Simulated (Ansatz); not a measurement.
Ti:
```cif
data_Ti2
_chemical_formula_sum 'Ti2'
_space_group_name_H-M_alt 'P63/mmc'
_space_group_IT_number 194
_space_group_name_Hall '-P 6c 2c'
_cell_length_a 2.86497
_cell_length_b 2.86497
_cell_length_c 4.53063
_cell_angle_alpha 90.000
_cell_angle_beta 90.000
_cell_angle_gamma 120.000
loop_
_atom_site_label
_atom_site_type_symbol
_atom_site_symmetry_multiplicity
_atom_site_Wyckoff_symbol
_atom_site_fract_x
_atom_site_fract_y
_atom_site_fract_z
_atom_site_occupancy
Ti1 Ti 2 d 0.66667 0.33333 0.25000 1
```

Relaxed with the program Ansatz at the LDA level (PAW). Indices refer to the conventional cell of P6_3/mmc, a = b = 2.8650 Å, c = 4.5306 Å, α = β = 90.00°, γ = 120.00°.

### Question
Simulate the powder diffraction pattern (Cu Kα, λ = 1.54184 Å; lines above 1 %) up to 2θ = 90°.

### Answer
Simulated powder pattern, Cu Kα, λ = 1.54184 Å (kinematic, ideal powder, no thermal factors, no anomalous dispersion; the 30 strongest lines at most, above 1 %, up to 2θ = 90°):

```csv
2θ (°),d (Å),I/Imax (%),hkl
36.20,2.481,25,(1 0 -1 0)
39.79,2.265,25,(0002)
41.50,2.176,100,(1 0 -1 1)
54.88,1.673,13,(1 0 -1 2)
65.12,1.432,15,(1 1 -2 0)
73.40,1.290,15,(1 0 -1 3)
76.84,1.241,2.2,(2 0 -2 0)
79.10,1.211,16,(1 1 -2 2)
80.23,1.197,12,(2 0 -2 1)
85.79,1.133,2.2,(0004)
```

Symmetry was held in the LDA relaxation. No spin polarisation was allowed. Axis ratios of metals converge slowly with the k-mesh, so a and c are less sure than the volume.

Potentials: the later of the program's two PAW sets.
